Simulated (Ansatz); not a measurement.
The calculation used DFT r2SCAN, scalar-relativistic, plane waves, PAW (Ansatz).

Structure of CsPbCl3:

```xyz
5
Lattice="5.6720 0.0000 0.0000 0.0000 5.6720 0.0000 0.0000 0.0000 5.6720" Properties=species:S:1:pos:R:3 pbc="T T T"
Cs    0.0000    0.0000    0.0000
Pb    2.8360    2.8360    2.8360
Cl    2.8360    2.8360    0.0000
Cl    0.0000    2.8360    2.8360
Cl    2.8360    0.0000    2.8360
```

Plane waves to 500 eV, a k mesh through Γ of 6×6×6 on the computed 5-atom cell and Gaussian smearing (0.02 eV); no spin polarisation.

Levels along Γ–X–M–Γ–R–X | R–M, in eV from a zero inside the gap, sorted by energy at each point. Points in fractions of the primitive reciprocal vectors: Γ (0.000 0.000 0.000), X (0.000 0.500 0.000), M (0.500 0.500 0.000), R (0.500 0.500 0.500).
```tsv
point	k (1/Å, with 2π)	band 19	band 20	band 21	band 22	band 23	band 24	band 25
Γ	0.000	-3.79	-3.69	-3.69	-3.69	2.76	3.65	3.65
-	0.277	-3.84	-3.74	-3.74	-3.59	3.22	3.91	4.04
X	0.554	-3.89	-3.79	-3.79	-2.88	2.26	4.07	4.54
-	0.831	-3.87	-3.81	-3.56	-2.64	2.01	3.29	4.34
M	1.108	-3.96	-3.94	-3.39	-2.02	1.78	1.78	4.15
-	1.499	-3.81	-3.78	-3.59	-3.41	3.36	3.47	3.98
Γ	1.891	-3.79	-3.69	-3.69	-3.69	2.76	3.65	3.65
-	2.371	-3.61	-3.61	-3.59	-3.23	3.15	3.15	3.24
R	2.850	-3.38	-3.38	-3.38	-1.23	1.23	1.23	1.23
-	3.242	-3.64	-3.62	-3.52	-2.43	1.75	2.92	3.06
X	3.634	-3.89	-3.79	-3.79	-2.88	2.26	4.07	4.54
R	3.634	-3.38	-3.38	-3.38	-1.23	1.23	1.23	1.23
-	3.911	-3.59	-3.59	-3.38	-1.81	1.50	1.50	2.74
M	4.188	-3.96	-3.94	-3.39	-2.02	1.78	1.78	4.15
```

Spin-orbit coupling is left out, which matters for the bands of heavy elements.

Symmetry holds off the tilts and polar distortions that many cubic perovskites undergo.

Cost: 1 run of about 1.4 core-minutes, on Arm Neoverse V1 (shared hosts).